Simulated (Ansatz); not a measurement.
Sheets of one type (M2XT2 MXene (mixed sites)-type), the program Ansatz at the r²SCAN+D4 level (PAW); HSE06 gaps on those cells.

| layer | a (Å) | thickness (Å) |
|---|---|---|
| Y2NO2 | 3.525 | 4.61 |
| W2NO2 | 2.800 | 5.52 |
| Mo2NO2 | 2.813 | 5.36 |
| Hf2NO2 | (withheld) | (withheld) |
| Ta2NO2 | 3.009 | 4.94 |
| Sc2NO2 | 3.237 | 4.38 |

Q: Some entries are withheld; supply them.

A: 
- Hf2NO2, a (Å): 3.177
- Hf2NO2, thickness (Å): 4.78

Spin orders computed, not proven ground states: Y2NO2, M2XT2 MXene (mixed sites)-type layer ferromagnetic; Hf2NO2, M2XT2 MXene (mixed sites)-type layer ferromagnetic; Ta2NO2, M2XT2 MXene (mixed sites)-type layer ferromagnetic; Sc2NO2, M2XT2 MXene (mixed sites)-type layer ferromagnetic. Began spin-polarised and lost the moments: W2NO2, M2XT2 MXene (mixed sites)-type layer; Mo2NO2, M2XT2 MXene (mixed sites)-type layer. All cells were relaxed under the symmetry of their starts (and spin orders); stability against distortions was not tested throughout. No Hubbard U is applied. Spin–orbit coupling is left out wherever it is not named. Constructed layers (a layer type filled with these elements): Y2NO2, M2XT2 MXene (mixed sites)-type layer; W2NO2, M2XT2 MXene (mixed sites)-type layer; Mo2NO2, M2XT2 MXene (mixed sites)-type layer; Hf2NO2, M2XT2 MXene (mixed sites)-type layer; Ta2NO2, M2XT2 MXene (mixed sites)-type layer; Sc2NO2, M2XT2 MXene (mixed sites)-type layer.

Potentials: the later of the program's two PAW sets.
